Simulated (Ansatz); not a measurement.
**Density of states of Hg**

Space group P6/mmm (No. 191). a = 4.540 Å, b = 4.540 Å, c = 3.870 Å, α = 90.00°, β = 90.00°, γ = 120.00°
```
atom  site  symmetry       x       y       z
  Hg    2d      -6m2  0.3333  0.6667  0.5000
  Hg    1a     6/mmm  0.0000  0.0000  0.0000
```

The runs use the primitive cell with vectors (4.540, 0.000, 0.000), (-2.270, 3.932, 0.000), (0.000, 0.000, 3.870) Å, to which the k mesh refers.

The cell comes from COD entry 1538509, which wasn't checked; take it as a given geometry.

Spin–orbit coupling is left out, though it moves levels of the heavy atoms by tenths of an eV or more.

Level of theory: DFT, PBEsol, all-electron LAPW, scalar-relativistic (Ansatz 0.2.0).

Sampling and basis: a Γ-centred 8×8×9 k mesh, Fermi–Dirac smearing of 0.05 eV, basis error target 0.5 meV/atom, no spin polarisation.

(1) Where is the centre of the filled Hg 5d states between -14 eV and the top of the filled states?

(2) Tabulate the density of states.

Results:

(1) -7.13 eV from the Fermi level.

(2) States per eV and cell, averaged over 0.4 eV, from -10.2 to 6.8 eV, with energies (bin centres) from the Fermi level; empty bins are left out. The partial columns, the largest 2 alone, are projections on Löwdin-orthogonalised atomic shells (those that the program's projection atoms carry: the occupied ones and, for some elements, an empty d or f shell; other empty shells have no column), summed over atoms of an element. Weights on diffuse s and p shells depend on that basis and aren't pure angular character.
```tsv
E (eV)	total	Hg 5d	Hg 6s
-10.1	0.01	0.00	0.01
-9.7	0.35	0.10	0.24
-9.3	3.11	2.36	0.74
-8.9	2.92	2.45	0.45
-8.5	9.42	8.55	0.84
-8.1	7.66	7.41	0.23
-7.7	3.97	3.60	0.35
-7.3	10.96	10.07	0.80
-6.9	11.61	11.11	0.43
-6.5	13.77	13.35	0.37
-6.1	11.47	11.17	0.27
-5.7	3.07	2.54	0.50
-5.3	0.68	0.28	0.37
-4.9	0.56	0.19	0.34
-4.5	0.75	0.23	0.47
-4.1	0.71	0.19	0.47
-3.7	0.78	0.17	0.53
-3.3	0.94	0.18	0.66
-2.9	1.24	0.21	0.89
-2.5	0.91	0.12	0.68
-2.1	1.03	0.11	0.78
-1.7	0.92	0.08	0.67
-1.3	0.81	0.06	0.55
-0.9	0.84	0.05	0.45
-0.5	0.85	0.04	0.36
-0.1	0.80	0.03	0.26
0.3	0.99	0.03	0.27
0.7	1.15	0.03	0.28
1.1	1.14	0.03	0.23
1.5	1.11	0.02	0.18
1.9	1.04	0.02	0.14
2.3	1.14	0.02	0.15
2.7	1.12	0.01	0.12
3.1	1.25	0.01	0.09
3.5	1.24	0.01	0.07
3.9	1.00	0.01	0.06
4.3	1.02	0.01	0.06
4.7	1.23	0.01	0.07
5.1	1.59	0.01	0.07
5.5	1.84	0.01	0.05
5.9	1.36	0.01	0.03
6.3	1.35	0.01	0.03
6.7	1.42	0.00	0.03
```
